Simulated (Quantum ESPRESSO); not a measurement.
## Al2ReTa4W (input and log of a self-consistent run)

A calculation, not a measurement. The program is pw.x of Quantum ESPRESSO 7.5 (plane-wave density functional theory). The cell is made up: eight metal atoms on a hexagonal close-packed lattice, with elements, volume, strain and displacements drawn at random and not relaxed, so it may be unstable or far from any real phase. PseudoDojo standard norm-conserving files set the functional (PBE unless stated); there is no spin polarisation or spin-orbit coupling, the Fermi-Dirac width of 0.25 eV means electrons at about 2900 K, and the masses in the input are unused placeholders. Heavy elements are run without spin-orbit coupling, which real alloys of them have. A spin test at this wide smearing found no moment, but such smearing suppresses magnetism that the real alloy may have.

Input:

```
&control calculation='scf', pseudo_dir='./dojo.nc.sr.pbe.v0_5.standard.upf', outdir='./o', disk_io='medium', tprnfor=.true., tstress=.true. /
&system ibrav=0, nat=8, ntyp=4, nbnd=60, ecutwfc=74.01313486, nosym=.true., tot_charge=0,
 occupations='smearing', smearing='fd', degauss=0.0183746611
/
&electrons conv_thr=1.470e-08, electron_maxstep=70, mixing_beta=0.5 /
ATOMIC_SPECIES
Al 1.0 Al.upf
Re 1.0 Re.upf
Ta 1.0 Ta.upf
W 1.0 W.upf
CELL_PARAMETERS angstrom
2.7937 0.0543 4.5911
2.8356 -0.0379 -4.6169
-2.8005 4.9216 0.062
ATOMIC_POSITIONS angstrom
Al 0.0399 0.0198 0.1669
Re -1.4975 2.353 -0.0098
Ta 2.7708 1.4651 -2.1305
W 1.4865 4.1466 -2.4351
Al 2.6506 -0.1017 0.0081
Ta 1.4307 2.7687 -0.1393
Ta 2.931 1.6539 2.2359
Ta 1.4413 4.1893 2.2841
K_POINTS automatic
5 5 5 1 1 1
```

The log is shortened where brackets say so; the opening notice, blank lines, dates and the lines on written files are dropped, and the path of the files is cut. It prints rydbergs, bohrs and kilobars, and counts compression as positive stress. Its total energy is the free energy E - TS of the whole cell.

```
     Program PWSCF v.7.5
     Parallel version (MPI & OpenMP), running on       1 processor cores
     Number of MPI processes:                 1
     Threads/MPI process:                     1
     [start-up lines left out]
     bravais-lattice index     =            0
     lattice parameter (alat)  =      10.1564  a.u.
     unit-cell volume          =     862.1037 (a.u.)^3
     number of atoms/cell      =            8
     number of atomic types    =            4
     number of electrons       =        87.00
     number of Kohn-Sham states=           60
     kinetic-energy cutoff     =      74.0131  Ry
     charge density cutoff     =     296.0525  Ry
     scf convergence threshold =      1.5E-08
     mixing beta               =       0.5000
     number of iterations used =            8  plain     mixing
     Exchange-correlation= PBE
                           (   1   4   3   4   0   0   0)
     [axes and pseudopotential details left out]
   Cartesian axes
     site n.     atom                  positions (alat units)
         1        Al     tau(   1) = (   0.0074239   0.0036840   0.0310537  )
         2        Re     tau(   2) = (  -0.2786274   0.4378032  -0.0018234  )
         3        Ta     tau(   3) = (   0.5155398   0.2725990  -0.3964045  )
         4        W      tau(   4) = (   0.2765807   0.7715235  -0.4530789  )
         5        Al     tau(   5) = (   0.4931752  -0.0189225   0.0015071  )
         6        Ta     tau(   6) = (   0.2661985   0.5151490  -0.0259184  )
         7        Ta     tau(   7) = (   0.5453469   0.3077275   0.4160154  )
         8        Ta     tau(   8) = (   0.2681707   0.7794683   0.4249835  )
     number of k points=    63  Fermi-Dirac smearing, width (Ry)=  0.0184
                       cart. coord. in units 2pi/alat
        k(    1) = (   0.1903098   0.2175106  -0.0013120), wk =   0.0320000
        k(    2) = (   0.1896645   0.4355780  -0.0034984), wk =   0.0320000
     [further k points left out]
     Dense  grid:    74201 G-vectors     FFT dimensions: (  60,  60,  60)
     Estimated max dynamical RAM per process >     141.29 MB
     Initial potential from superposition of free atoms
     starting charge      86.9906, renormalised to      87.0000
     Starting wfcs are   68 randomized atomic wfcs
     total cpu time spent up to now is       24.8 secs
     per-process dynamical memory:    89.4 Mb
     Self-consistent Calculation
     iteration #  1     ecut=    74.01 Ry     beta= 0.50
     Davidson diagonalization with overlap
     ethr =  1.00E-02,  avg # of iterations =  2.6
     Threshold (ethr) on eigenvalues was too large:
     Diagonalizing with lowered threshold
     Davidson diagonalization with overlap
     ethr =  2.67E-04,  avg # of iterations =  6.2
     total cpu time spent up to now is      167.7 secs
     total energy              =    -855.19979012 Ry
     estimated scf accuracy    <       0.25999352 Ry
     iteration #  2     ecut=    74.01 Ry     beta= 0.50
     Davidson diagonalization with overlap
     ethr =  2.99E-04,  avg # of iterations =  2.2
     total cpu time spent up to now is      239.3 secs
     total energy              =    -855.15515437 Ry
     estimated scf accuracy    <       0.47239175 Ry
     iteration #  3     ecut=    74.01 Ry     beta= 0.50
     Davidson diagonalization with overlap
     ethr =  2.99E-04,  avg # of iterations =  2.0
     total cpu time spent up to now is      298.6 secs
     total energy              =    -855.22133366 Ry
     estimated scf accuracy    <       0.24070665 Ry
     iteration #  4     ecut=    74.01 Ry     beta= 0.50
     Davidson diagonalization with overlap
     ethr =  2.77E-04,  avg # of iterations =  1.0
     total cpu time spent up to now is      349.1 secs
     total energy              =    -855.24114506 Ry
     estimated scf accuracy    <       0.05481508 Ry
     iteration #  5     ecut=    74.01 Ry     beta= 0.50
     Davidson diagonalization with overlap
     ethr =  6.30E-05,  avg # of iterations =  1.7
     total cpu time spent up to now is      408.0 secs
     total energy              =    -855.24922282 Ry
     estimated scf accuracy    <       0.00572209 Ry
     [iterations 6 to 8 left out]
     iteration #  9     ecut=    74.01 Ry     beta= 0.50
     Davidson diagonalization with overlap
     ethr =  7.29E-08,  avg # of iterations =  2.0
     total cpu time spent up to now is      670.5 secs
     total energy              =    -855.25017562 Ry
     estimated scf accuracy    <       0.00002696 Ry
     iteration # 10     ecut=    74.01 Ry     beta= 0.50
     Davidson diagonalization with overlap
     ethr =  3.10E-08,  avg # of iterations =  1.2
     total cpu time spent up to now is      721.5 secs
     total energy              =    -855.25017899 Ry
     estimated scf accuracy    <       0.00000050 Ry
     iteration # 11     ecut=    74.01 Ry     beta= 0.50
     Davidson diagonalization with overlap
     ethr =  5.73E-10,  avg # of iterations =  4.8
     total cpu time spent up to now is      797.4 secs
     total energy              =    -855.25017917 Ry
     estimated scf accuracy    <       0.00000010 Ry
     iteration # 12     ecut=    74.01 Ry     beta= 0.50
     Davidson diagonalization with overlap
     ethr =  1.20E-10,  avg # of iterations =  2.0
     total cpu time spent up to now is      860.7 secs
     total energy              =    -855.25017918 Ry
     estimated scf accuracy    <       0.00000002 Ry
     iteration # 13     ecut=    74.01 Ry     beta= 0.50
     Davidson diagonalization with overlap
     ethr =  1.99E-11,  avg # of iterations =  2.0
     total cpu time spent up to now is      917.1 secs
     End of self-consistent calculation
     [lines on levels left out]
!    total energy              =    -855.25017918 Ry
     estimated scf accuracy    <          4.2E-09 Ry
     smearing contrib. (-TS)   =      -0.10164460 Ry
     internal energy E=F+TS    =    -855.14853458 Ry
     The total energy is F=E-TS. E is the sum of the following terms:
     one-electron contribution =    -178.59733676 Ry
     hartree contribution      =     132.31653156 Ry
     xc contribution           =    -191.21600129 Ry
     ewald contribution        =    -617.65172809 Ry
     convergence has been achieved in  13 iterations
     Forces acting on atoms (cartesian axes, Ry/au):
     atom    1 type  1   force =    -0.01535410    0.05044962   -0.10075196
     atom    2 type  2   force =     0.02279827    0.03146312    0.01169715
     atom    3 type  3   force =     0.10569804    0.07783754   -0.07543979
     atom    4 type  4   force =     0.00629780   -0.02819572    0.08035671
     atom    5 type  1   force =     0.02978720    0.04504179   -0.02244776
     atom    6 type  3   force =    -0.01734314   -0.08934244    0.05375769
     atom    7 type  3   force =    -0.09586382    0.02165542    0.00462945
     atom    8 type  3   force =    -0.03602025   -0.10890933    0.04819850
     Total force =     0.290770     Total SCF correction =     0.000223
     Computing stress (Cartesian axis) and pressure
          total   stress  (Ry/bohr**3)                   (kbar)     P=      198.70
   0.00125099  -0.00005421   0.00003829          184.03       -7.97        5.63
  -0.00005421   0.00141098   0.00000837           -7.97      207.56        1.23
   0.00003829   0.00000837   0.00139014            5.63        1.23      204.50
     init_run     :     23.12s CPU     24.62s WALL (       1 calls)
     electrons    :    853.54s CPU    892.30s WALL (       1 calls)
     forces       :     11.66s CPU     11.77s WALL (       1 calls)
     stress       :     42.60s CPU     44.40s WALL (       1 calls)
     [timing details left out]
     PWSCF        :  15m31.41s CPU  16m13.98s WALL
     JOB DONE.
```

In other units: free energy -11636.271 eV for the cell, pressure 19.87 GPa, largest force component 2.800 eV/Å in size. The run took 975 s of wall time with one process on a shared machine (AMD EPYC, Zen 5, virtual cores), so the time is rough. A rerun of this cell at a higher cutoff and on a denser mesh moved values by no more than 0.004 eV in energy, 0.04 GPa in stress and 0.006 eV/Å in force, and a second program with other atomic files agreed on that cell to 2 % rms in force and 0.5 GPa in pressure.